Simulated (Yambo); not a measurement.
NaVO2F2 (space group P2_1, No. 4), G0W0@PBEsol in Yambo with this input:

```
rim_cut
gw0
dyson
el_el_corr
HF_and_locXC
ppa
em1d
RandQpts= 1000000
RandGvec= 1 Ry
EXXRLvcs= 88 Ry
VXCRLvcs= 352 Ry
Chimod= "HARTREE"
% BndsRnXp
 5 | 194 |
%
NGsBlkXp= 6 Ry
% LongDrXp
 1.0 | 1.0 | 1.0 |
%
PPAPntXp= 27.2114 eV
% GbndRnge
 1 | 194 |
%
GTermKind= "BG"
DysSolver= "n"
ExtendOut
```

On a 2×4×2 mesh, with wavefunctions cut at 88 Ry, the gap ((0, 0.25, -0.5) → (-0.5, 0, 0)) is 4.244 eV and the valence edge shifts by -0.525 eV.

Task: What happens with this change: pole fitted at 10 eV?

Result: The gap falls by 0.135 eV, to 4.109 eV; the shift of the valence edge becomes -0.421 eV. Neither run is shown to be the converged limit. The mesh misses a band edge: along a dense path the PBEsol gap is 2.00 eV against 2.07 eV on the mesh.

Geometry of the Materials Project entry, not relaxed at this level; primitive cell a = 6.563 Å, b = 3.576 Å, c = 7.322 Å, α = γ = 90.00°, β = 110.05°.

The runs are not spin-polarised; magnetic order was not tried.

A shift is the quasiparticle energy of the state minus its PBEsol energy.
